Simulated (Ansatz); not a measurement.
A plane-wave DFT run in Ansatz 0.2.0 (scalar-relativistic PAW potentials unless the input names others): input and command.

```yaml
crystal:
  lattice:
    - [2.0562729559, 1.1871897446, 6.1583613264]
    - [-2.0562729559, 1.1871897446, 6.1583613264]
    - [0.0, -2.3743794893, 6.1583613264]
  atoms:
    - { symbol: K, position: [0.0, 0.0, 0.0] }
    - { symbol: Ge, position: [0.809474689, 0.809474689, 0.809474689] }
    - { symbol: Ge, position: [0.190525311, 0.190525311, 0.190525311] }
basis:
  ecutwfc: 420
  ecutrho_ratio: 6
kpoints:
  mp_grid: { grid: [12, 12, 12] }
hamiltonian:
  xc: pbe
scf:
  occupations: { method: gaussian, width: 0.1 }
  mixing: { algorithm: broyden, beta: 0.5, ndim: 4 }
output:
  forces: true
  eigenvalues: true
  stress: true
```

```bash
ansatz run input.yaml --threads 1 --pin off --max-ram 2560MiB --backend cpu --events-out ev --progress --plain --runs-dir out
```

Abridged log:
```
Basis set: ecut = 420 eV, 1737 PW (Γ), FFT grids on a1−a3, a2−a3, a3, exchange–correlation on 72×72×120 points (8 copies of the dense FFT grid, shifted against one another)
Bands: 23, of which v1, the nominal top of the filled ones, is band 19 counted from 1 (18 counted from 0)
Symmetry: 12 space group operations
k-points: 189 of 1728
SCF iter   1: F=—  HF=-10127.919260 eV  |F-HF|=—  |Δ(HF+E_count)|=         —  Δρ=2.47e-3  dr2=1.76e-2  ethr=1.77e-3  ⟨swp⟩=6.4  Hψ=20065  notcnv=0
SCF iter   2: F=—  HF=-10127.914277 eV  |F-HF|=—  |Δ(HF+E_count)|=   4.98e-3  Δρ=1.40e-3  dr2=5.23e-3  ethr=4.75e-5  ⟨swp⟩=1.0  Hψ=5893  notcnv=0  κ⁻¹=1.0e0(r=1)
SCF iter   3: F=—  HF=-10127.913344 eV  |F-HF|=—  |Δ(HF+E_count)|=   9.33e-4  Δρ=5.64e-4  dr2=8.13e-4  ethr=1.41e-5  ⟨swp⟩=2.0  Hψ=4844  notcnv=0  κ⁻¹=7.3e-2(r=2)
SCF iter   4: F=—  HF=-10127.913298 eV  |F-HF|=—  |Δ(HF+E_count)|=   4.59e-5  Δρ=2.64e-4  dr2=1.15e-4  ethr=2.20e-6  ⟨swp⟩=3.0  Hψ=7780  notcnv=0  κ⁻¹=2.0e-2(r=3)
SCF iter   5: F=—  HF=-10127.913336 eV  |F-HF|=—  |Δ(HF+E_count)|=   3.78e-5  Δρ=1.38e-4  dr2=2.03e-5  ethr=3.10e-7  ⟨swp⟩=2.8  Hψ=7048  notcnv=0  κ⁻¹=1.3e-3(r=4)
SCF iter   6: F=—  HF=-10127.913351 eV  |F-HF|=—  |Δ(HF+E_count)|=   1.51e-5  Δρ=3.51e-5  dr2=1.17e-6  ethr=5.48e-8  ⟨swp⟩=2.0  Hψ=5477  notcnv=0  κ⁻¹=2.5e-3(r=4)
SCF iter   7: F=—  HF=-10127.913353 eV  |F-HF|=—  |Δ(HF+E_count)|=   1.54e-6  Δρ=2.01e-5  dr2=2.07e-7  ethr=3.16e-9  ⟨swp⟩=2.3  Hψ=5993  notcnv=0  κ⁻¹=3.8e-4(r=4)
SCF iter   8: F=-10127.913353 eV  HF=-10127.913353 eV  |F-HF|=2.92e-8  |Δ(HF+E_count)|=   5.30e-7  Δρ=5.16e-6  dr2=2.01e-8  ethr=2.70e-10  ⟨swp⟩=6.1  Hψ=18405  notcnv=0
SCF 1 converged in 8 iterations: F = -10127.913353 eV  dr2 = 2.01e-8
SCF converged after 8 iterations
Stability not checked: this state was not tested for a lower state beside it, because the mixer in use, unlike msr1, does not test its closes by its own steps (another_mixer; see scf.mixing.algorithm and scf.lower_state_search)
Free energy (F): -10127.913353 eV
Harris-Foulkes:  -10127.913353 eV  (|F-HF|=2.92e-8)
Internal energy: -10127.905915 eV  (E = F + TS)
E sigma→0 (E₀):  -10127.909634 eV
Entropy (-TS):   -0.007438 eV (-2.479 meV/atom)
Fermi energy:    5.775354 eV
--- Forces (eV/Å), atoms counted from 1 ---
  atom   1  K      0.00000000     0.00000000     0.00000000
  atom   2  Ge     0.00000000     0.00000000     0.00129280
  atom   3  Ge     0.00000000     0.00000000    -0.00129280
--- Stress (GPa, compression-positive) ---
        0.005623       0.000000       0.000000
        0.000000       0.005623       0.000000
        0.000000       0.000000       0.023122
  P = ⅓ Tr σ = 0.0115 GPa (0.115 kbar)
```

Apart from outputs, empty bands and the relaxation, which only the reference makes, the input differs from a reference run on usual settings in basis.ecutrho_ratio: not typed → 6; scf.mixing.algorithm: not typed → "broyden"; scf.mixing.beta: not typed → 0.5; scf.mixing.ndim: not typed → 4. The reference, at the same geometry, ended its own course with pressure 0.01 GPa, largest force 0.001 eV/Å, no gap on the mesh. This run converged in 8 SCF iterations with an energy at zero smearing 0.01 meV/atom above the reference's, pressure 0.01 GPa, largest force 0.001 eV/Å, no gap on the mesh.

The run took 9.4 s on 1 thread of Intel(R) Xeon(R) 6975P-C (Granite Rapids) (shared host), peak memory 0.62 GiB.